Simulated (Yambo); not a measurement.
A G0W0@PBEsol run in Yambo for CdBr₂ (space group R-3m, No. 166) (4×4×4 Γ-centred k mesh, bands 5 to 130 and a 7 Ry block in the screening, 130 bands in G with the Bruneval-Gonze terminator, plasmon pole fitted at 27.2 eV) gives these matrix elements, in eV, at the band edges (F → Γ):

```json
[
 {"state": "valence edge", "E0": "0.000", "<Vxc>": "-14.157", "<Σx>": "-17.757", "<Σc(E0)>": "2.249", "Z": "0.803"},
 {"state": "conduction edge", "E0": "2.665", "<Vxc>": "-10.954", "<Σx>": "-7.040", "<Σc(E0)>": "-3.142", "Z": "0.835"}
]
```

Problem. Solve the linearised quasiparticle equation for both states, give the gap, and say how exchange and correlation each act on it.

Solution. E = E0 + Z(Σx + Σc − Vxc). Valence: 0.000 + 0.803 × (-17.757 + (2.249) − (-14.157)) = -1.09 eV. Conduction: 2.665 + 0.835 × (-7.040 + (-3.142) − (-10.954)) = 3.31 eV. The gap is 4.40 eV, against 2.66 eV in PBEsol. Replacing Vxc by bare exchange alone would open it by 7.52 eV; correlation takes back 5.39 eV of that, and Z scales what is left. Convergence of the G0W0 settings was not tested. Spin-orbit splittings are left out.

Geometry relaxed with PBE+D3(BJ); primitive cell a = b = c = 6.714 Å, α = β = γ = 34.64°.
